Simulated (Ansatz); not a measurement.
Co₃Si₈Ni: rattling a relaxed structure

The structure comes from a generated guess, relaxed at this level; another structure or a mixture of phases may lie lower.

These are results of Ansatz, DFT PBE, scalar-relativistic, plane waves, PAW, not measurements. Cutoff 420 eV; k points 10×10×4 on the computed 12-atom cell (Γ-centred); Gaussian smearing, width 0.10 eV; no spin polarisation.

The cell below (12 atoms, space group P4/mmm (No. 123)) is relaxed within its symmetry.

```
Co Si Ni
1.0
     3.79509    0.00000    0.00000
     0.00000    3.79509    0.00000
     0.00000    0.00000   10.75675
Co Si Ni
3 8 1
Direct
  0.00000 0.00000 0.00000
  0.50000 0.50000 0.25130
  0.50000 0.50000 0.74870
  0.50000 0.00000 0.12421
  0.00000 0.50000 0.37195
  0.50000 0.00000 0.62805
  0.00000 0.50000 0.87579
  0.50000 0.00000 0.37195
  0.00000 0.50000 0.62805
  0.50000 0.00000 0.87579
  0.00000 0.50000 0.12421
  0.00000 0.00000 0.50000
```

For the test it was strained at random (σ = 1.5 % a component), the atoms were moved at random (σ = 0.10 Å), and all was relaxed again on a coarse 6×6×2 mesh (in the run’s order of axes) with 0.20 eV smearing, with no symmetry imposed.

Trial moments died out on the coarse mesh, so the last step has no spin; another magnetic start might hold.

Question: Is the structure stable against such a distortion?

Answer: It returns, within 1 meV/atom of the unmoved cell on that mesh and with the same symmetry when read at 0.1 Å. So it is stable against the distortions that fit this cell and that this random move excites. Modes that don't fit the cell aren't tested.
